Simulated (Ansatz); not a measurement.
ZrO2 (fluorite, space group No. 225), a = 5.089 Å, b = 5.089 Å, c = 5.089 Å, α = 90.00°, β = 90.00°, γ = 90.00°; the cell used has 3 atoms.

Relaxed with r²SCAN.

Task: Which orbitals make up the states near the band edges in DFT-r²SCAN in the program Ansatz with PAW potentials?

Result: Top 1 eV of the valence band: O 2p 93 %. Bottom 1 eV of the conduction band: Zr 4d 87 %, O 2p 11 %. Projections are on Löwdin-orthogonalised atomic valence shells; empty p or d shells of many metals are not among them.

Task: Tabulate the density of states.

Result: States/eV per cell of 3 atoms, in 0.25 eV bins, energy from the valence-band maximum.

```csv
E (eV),total,O 2p,Zr 4d,O 2s
-6.10,0.00,0.00,0.00,0.00
-5.85,0.15,0.10,0.04,0.00
-5.60,0.36,0.24,0.09,0.00
-5.35,0.60,0.41,0.15,0.00
-5.10,1.41,0.96,0.39,0.01
-4.85,3.20,2.24,0.86,0.01
-4.60,3.44,2.42,0.93,0.01
-4.35,1.89,1.36,0.48,0.01
-4.10,2.98,2.26,0.59,0.02
-3.85,2.55,2.01,0.40,0.02
-3.60,1.99,1.61,0.26,0.03
-3.35,2.52,2.06,0.30,0.03
-3.10,1.91,1.59,0.20,0.03
-2.85,1.25,1.03,0.13,0.03
-2.60,1.39,1.15,0.15,0.04
-2.35,1.88,1.60,0.18,0.03
-2.10,2.26,1.94,0.22,0.03
-1.85,2.22,1.92,0.21,0.02
-1.60,2.32,2.03,0.21,0.02
-1.35,3.35,2.92,0.34,0.02
-1.10,3.64,3.26,0.27,0.01
-0.85,3.21,2.94,0.18,0.02
-0.60,2.52,2.39,0.08,0.01
-0.35,0.71,0.69,0.02,0.00
-0.10,0.26,0.25,0.00,0.00
0.15,0.00,0.00,0.00,0.00
0.40,0.00,0.00,0.00,0.00
0.65,0.00,0.00,0.00,0.00
0.90,0.00,0.00,0.00,0.00
1.15,0.00,0.00,0.00,0.00
1.40,0.00,0.00,0.00,0.00
1.65,0.00,0.00,0.00,0.00
1.90,0.00,0.00,0.00,0.00
2.15,0.00,0.00,0.00,0.00
2.40,0.00,0.00,0.00,0.00
2.65,0.00,0.00,0.00,0.00
2.90,0.00,0.00,0.00,0.00
3.15,0.00,0.00,0.00,0.00
3.40,0.00,0.00,0.00,0.00
3.65,0.00,0.00,0.00,0.00
3.90,0.06,0.00,0.06,0.00
4.15,0.41,0.01,0.39,0.00
4.40,3.96,0.29,3.59,0.02
4.65,5.30,0.71,4.45,0.03
4.90,3.34,0.35,2.95,0.00
5.15,2.93,0.21,2.69,0.00
5.40,0.00,0.00,0.00,0.00
5.65,0.00,0.00,0.00,0.00
5.90,0.00,0.00,0.00,0.00
6.15,0.00,0.00,0.00,0.00
6.40,0.13,0.00,0.10,0.02
6.65,2.31,0.09,1.73,0.36
6.90,2.44,0.19,1.75,0.33
7.15,1.88,0.22,1.27,0.20
7.40,2.06,0.30,1.34,0.18
7.65,2.05,0.35,1.23,0.17
7.90,2.44,0.50,1.56,0.12
8.15,2.60,0.62,1.77,0.06
8.40,2.22,0.57,1.49,0.04
8.65,2.03,0.56,1.33,0.03
```

Space group Fm-3m (fluorite). This is a known high-temperature phase of the composition, computed here at zero pressure and temperature. The cell was relaxed with r²SCAN under the symmetry of its start; whether a distortion lowers the energy is not shown. No spin polarisation was allowed. Spin–orbit coupling is left out wherever it is not named.

Potentials: the later of the program's two PAW sets.
